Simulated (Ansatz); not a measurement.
Li2GaCu3 in space group R-3m (No. 166; Li on 6c, Ga on 3a, Cu on 9d), the program Ansatz at the PBE level (PAW), all energies at zero smearing, with the estimated change up to a 700 eV cutoff added, with one set of potentials and settings (totals compare only within such a set). Cell of 6 atoms (2 Li, 1 Ga, 3 Cu): -24069.004 eV.

```csv
element,reference phase,E (eV/atom)
Li,"Fm-3m, 1 atoms in the cell",-204.6902
Ga,"Cmce, 4 atoms in the cell",-3783.0209
Cu,"Fm-3m, 1 atoms in the cell",-6625.1757
```

Formation energy per atom, worked out: (-24069.004 − 2×(-204.6902) − 1×(-3783.0209) − 3×(-6625.1757))/6 = -0.179 eV/atom (-17 kJ per mol of atoms), at 0 K, without zero-point energy or fitted corrections.

The workflow started from a Materials Project entry (that database holds measured and hypothetical structures alike); the Crystallography Open Database copy checked does not list it. With Ga and Cu taken as one species the cell has the higher symmetry Fd-3m, so it may be an ordered model of a mixed-site phase. Its standing as an ambient phase is unchecked. The PBE relaxation kept the symmetry of its start; of distortions, only those at the zone centre were tested. The run is not spin-polarised. The references are the lowest solids computed at this level, not always the standard phases.

Potentials: the later of the program's two PAW sets.
